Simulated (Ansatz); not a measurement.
TaRu:
```xyz
2
Lattice="3.0215 0.0000 0.0000 0.0000 3.0215 0.0000 0.0000 0.0000 3.3924" Properties=species:S:1:pos:R:3 pbc="T T T"
Ru     0.0000     0.0000     0.0000
Ta     1.5107     1.5107     1.6962
```

Relaxed with PBEsol. Special points in fractions of this cell's reciprocal vectors: Γ (0.000, 0.000, 0.000); X (0.000, 0.500, 0.000); M (0.500, 0.500, 0.000); Z (0.000, 0.000, 0.500); R (0.000, 0.500, 0.500); A (0.500, 0.500, 0.500).

Question: List the band energies nearest the Fermi level at these points for plane-wave PAW PBEsol (Ansatz code).

Answer: In eV from the Fermi level; about four levels below and three above (degenerate sets whole), none deeper than 8.9 eV; points with the same levels are listed once.

```json
[
 {"k": "Γ", "below": "-5.74 -2.38 -2.38 -1.42", "above": "0.40 1.91 4.50"},
 {"k": "X", "below": "-2.08 -1.96 -1.17 -0.74", "above": "0.54 1.85 2.53"},
 {"k": "M", "below": "-6.13 -5.98 -4.69 -4.69", "above": "0.38 1.30 1.52 1.52"},
 {"k": "Z", "below": "-2.60 -1.77 -1.77 -0.75", "above": "0.02 0.92 0.92"},
 {"k": "R", "below": "-5.84 -3.46 -3.43 -0.90", "above": "0.61 0.68 0.71"},
 {"k": "A", "below": "-3.31 -2.56 -2.56 -0.33", "above": "0.41 3.79 5.41"}
]
```

Space group P4/mmm (L1₀ or tetragonal B2). The workflow started from an entry of the Crystallography Open Database (COD), which files this formula under 2 space groups. Its standing as an ambient phase is unchecked. The cell was relaxed with PBEsol under the symmetry of its start; of distortions, only those at the zone centre were tested. The run is not spin-polarised. Spin–orbit coupling is left out wherever it is not named.

Potentials: the later of the program's two PAW sets.
